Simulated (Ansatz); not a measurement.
Ansatz (a first-principles code) input:

Ansatz 0.2 input:
```yaml
crystal:
  lattice:
    - [0.0, 2.5215909241, 2.5215909241]
    - [2.5215909241, 0.0, 2.5215909241]
    - [2.5215909241, 2.5215909241, 0.0]
  atoms:
    - { symbol: Ru, position: [0.0, 0.0, 0.0] }
    - { symbol: Mo, position: [0.5, 0.5, 0.5] }
kpoints:
  mp_grid: { grid: [29, 29, 29] }
hamiltonian:
  xc: pbesol
  pseudopotentials: { azcp: { folder: ./paw }, kind: paw }
scf:
  occupations: { method: fermi_dirac, width: 0.1 }
elastic: { mode: relaxed_ion, stencil: two_point, amplitude: 0.005, f_tol: 0.0005 }
```

Output (shortened):

```
Pseudopotential: Ru, paw, valence charge 16
Pseudopotential: Mo, paw, valence charge 14
Functional definition: PBEsol
Crystal: 2 atoms, lattice volume = 32.067 Å³
Basis set: ecut = 420 eV, 609 PW (Γ), exchange–correlation on 48×48×48 points (8 copies of the dense FFT grid, shifted against one another)
Bands: 19, of which v1, the nominal top of the filled ones, is band 15 counted from 1 (14 counted from 0)
Symmetry: 48 space group operations
Space group: Fm-3m (ITA 225), of the structure as read, at distance tolerance 3.2e-5 Å
k-points: 680 of 24389
automatic band count: the SCF goes on with 23 bands, as 19 were too few: the levels above may hold too much charge
the search or the solves at the SCF's close seem to have found levels that the self-consistency loop had missed (the run counts 1) …
SCF 1 converged in 10 iterations: F = -10712.184288 eV  dr2 = 7.41e-14
Crystal: 2 atoms, lattice volume = 31.906 Å³
Bands: 23, of which v1, the nominal top of the filled ones, is band 15 counted from 1 (14 counted from 0)
Symmetry: 16 space group operations
k-points: 1800 of 24389
SCF 2 converged in 8 iterations: F = -10712.183501 eV  dr2 = 2.95e-14
Crystal: 2 atoms, lattice volume = 32.227 Å³
SCF 3 converged in 7 iterations: F = -10712.183643 eV  dr2 = 2.25e-14
Crystal: 2 atoms, lattice volume = 32.066 Å³
Symmetry: 8 space group operations
k-points: 3375 of 24389
SCF 4 converged in 8 iterations: F = -10712.184356 eV  dr2 = 2.34e-14
Crystal: 2 atoms, lattice volume = 32.066 Å³
SCF 5 converged in 6 iterations: F = -10712.184356 eV  dr2 = 7.29e-15
SCF converged after 10 iterations
Free energy (F): -10712.184288 eV
Harris-Foulkes:  -10712.184288 eV  (|F-HF|=1.82e-12)
Internal energy: -10712.122154 eV  (E = F + TS)
E sigma→0 (E₀):  -10712.153221 eV
Entropy (-TS):   -0.062134 eV (-31.067 meV/atom)
Fermi energy:    19.850439 eV
--- Per-component energies (eV) ---
  E_band       = -184.618354
  E_kinetic    = 883.439693
  E_local      = -2387.275033  (includes V_loc(G=0)·N_el)
  E_nonlocal   = 570.470354
  E_hartree    = 815.803031
  E_xc         = -343.105445
  E_vxc        = -432.182822  (∫ρ·V_xc dr)
  E_paw        = -6596.375893  (= ΣΔE_a)
  E_vpaw       = -450.677264  (= ΣTr[D̂ρ^β])
  E_aug_tail   = 0.000658  (compensation charges beyond the density's cutoff)
  E_ewald      = -3655.542115
  E_core_change = 0.462597  (= ΣΔE_core)
  E_smearing   = -0.062134  (= −TS)
  E_closure    = 0.000000  (closes the sum)
  Σ components = -10712.184288   (vs F -10712.184288, Δ=0.00e0)
--- Forces (eV/Å), atoms counted from 1 ---
  atom   1  Ru     0.00000000     0.00000000     0.00000000
  atom   2  Mo     0.00000000     0.00000000     0.00000000
  max |Σ_I F_I| component: 0.0 eV/Å
--- Stress (GPa, compression-positive) ---
        0.056663       0.000000       0.000000
        0.000000       0.056663       0.000000
        0.000000       0.000000       0.056663
  P = ⅓ Tr σ = 0.0567 GPa (0.567 kbar)
--- Band table (eV; the first three rows and the last of 680) ---
  k-point 0: bands = ["-52.7575", "-41.4777", "-22.8474", "-22.8474", "-22.8474", "-15.5140", "-15.5140", "-15.5140", "12.6404", "14.6342", "14.6342", "15.1461", "15.1461", "15.1461", "22.5340", "22.5340", "22.5340", "24.9729", "24.9729", "27.9189", …
  k-point 1: bands = ["-52.7575", "-41.4778", "-22.8475", "-22.8473", "-22.8473", "-15.5161", "-15.5151", "-15.5151", "12.6696", "14.6529", "14.6529", "15.1469", "15.1641", "15.1641", "22.5042", "22.5137", "22.5137", "24.9027", "24.9027", "27.9670", …
  k-point 2: bands = ["-52.7572", "-41.4779", "-22.8478", "-22.8469", "-22.8469", "-15.5222", "-15.5180", "-15.5180", "12.7566", "14.7087", "14.7087", "15.1498", "15.2180", "15.2180", "22.4165", "22.4526", "22.4526", "24.7004", "24.7004", "28.1088", …
  k-point 679: bands = ["-52.7487", "-41.4746", "-22.9143", "-22.9119", "-22.8412", "-15.6219", "-15.5520", "-15.5494", "15.2464", "15.4708", "15.9516", "16.0566", "18.4000", "18.9506", "19.2139", "20.5243", "21.1059", "21.2724", "23.4254", "23.7233", …
--- Elastic constants: 2 strain directions × 2 members + reference (group order 48) ---
  dense FFT box of the reference and of every strained cell: 24×24×24
  strains applied: 11, 23; error gains: componentwise 1.00 (the most a stress slope's error grows in a printed constant), spectral 1.73 (1 for all six strains …
  C = ∂σ_k/∂η_j (tension-positive GPa; Voigt order 11 22 33 23 13 12):
       285.930    211.092    211.092      0.000      0.000      0.000
       211.092    285.930    211.092      0.000      0.000      0.000
       211.092    211.092    285.930      0.000      0.000      0.000
         0.000      0.000      0.000    -27.390      0.000      0.000
         0.000      0.000      0.000      0.000    -27.390      0.000
         0.000      0.000      0.000      0.000      0.000    -27.390
  reference stress σ⁰ (GPa):     -0.057     -0.057     -0.057      0.000      0.000      0.000
  moduli (Voigt/Reuss/Hill, GPa): K = 236.04/236.04/236.04   G = -1.47/-89.16/-45.31   E = -145.23   ν = 0.603
  mechanically stable: NO (min eigenvalue of sym C = -27.39 GPa)
  strain η (Voigt 11):  stress-route row diagonal C_11 = 285.93 GPa, energy-path curvature d²(F+E_count+ΔE)/dδ²/Ω₀ = 285.75 GPa
         δ    σ_11 (GPa)             F (eV)   n_scf  n_hpsi   n_pw
    -5.000e-3      -1.5301      -10712.1835011       8  677734    636   relax 0 steps, max|allowed force component| 0.0 eV/Å
     5.000e-3       1.3292      -10712.1836428       7  577546    644   relax 0 steps, max|allowed force component| 0.0 eV/Å
  strain η (Voigt 23):  stress-route row diagonal C_44 = -27.39 GPa, energy-path curvature d²(F+E_count+ΔE)/dδ²/Ω₀ = -27.37 GPa
         δ    σ_23 (GPa)             F (eV)   n_scf  n_hpsi   n_pw
    -5.000e-3       0.1369      -10712.1843558       8  1249821    644   relax 0 steps, max|allowed force component| 0.0 eV/Å
     5.000e-3      -0.1369      -10712.1843558       6  956452    644   relax 0 steps, max|allowed force component| 0.0 eV/Å
```

Cost: roughly 5 core-minutes on shared cores.

The start of the workflow was typed in or built on a structure type; neither database checked (COD, Materials Project) lists it. Whether it is the stable phase at ambient conditions was not checked. Symmetry was held in the PBEsol relaxation. At this level the phase is mechanically unstable. The run is not spin-polarised. Its formation energy is positive at this level, so the cell may be metastable or incomplete. As this level gives no gap, shear constants depend on the k-mesh and smearing (Fermi–Dirac, 0.1 eV here). Spin–orbit coupling is left out wherever it is not named.

Potentials: the earlier of the program's two PAW sets. The files were generated under PBE; for other functionals the program regenerates the frozen cores, and for LDA and PBEsol the local potential too.

Ansatz is a plane-wave DFT program.
